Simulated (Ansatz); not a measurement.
Given:

Sn₃Te₂Se:
Space group P-3m1 (No. 164); a = 4.4270 Å, b = 4.4270 Å, c = 10.7926 Å, α = 90.00°, β = 90.00°, γ = 120.00°

```json
[
 {"atom": "Sn", "site": "1b", "symmetry": "-3m.", "x": "0.0000", "y": "0.0000", "z": "0.5000"},
 {"atom": "Sn", "site": "2d", "symmetry": "3m.", "x": "0.3333", "y": "0.6667", "z": "0.1522"},
 {"atom": "Te", "site": "2d", "symmetry": "3m.", "x": "0.6667", "y": "0.3333", "z": "0.3260"},
 {"atom": "Se", "site": "1a", "symmetry": "-3m.", "x": "0.0000", "y": "0.0000", "z": "0.0000"}
]
```

This is the r²SCAN-relaxed structure.

### Question
All from r²SCAN (plane waves, PAW; program Ansatz), unless another level is named. Give the electronic character.

### Answer
no gap, with almost no states at the Fermi level (zero-gap or semimetallic).

### Question
And the formation energy from the elements (no fitted shifts)?

### Answer
-0.30 eV/atom.

### Question
And the HSE06 gap on the r²SCAN cell?

### Answer
0.06 eV (a hybrid on a coarse mesh can open a false gap in a semimetal).

The first step of the workflow began from a Materials Project structure, measured or hypothetical; the Crystallography Open Database copy checked does not list it. Its standing as an ambient phase is unchecked. Symmetry was held in the r²SCAN relaxation; its stability against distortions is not shown here. The references are the lowest solids computed at this level, not always the standard phases. Scalar-relativistic: spin–orbit coupling is off unless named, which matters more the heavier the elements.

Potentials: the later of the program's two PAW sets.
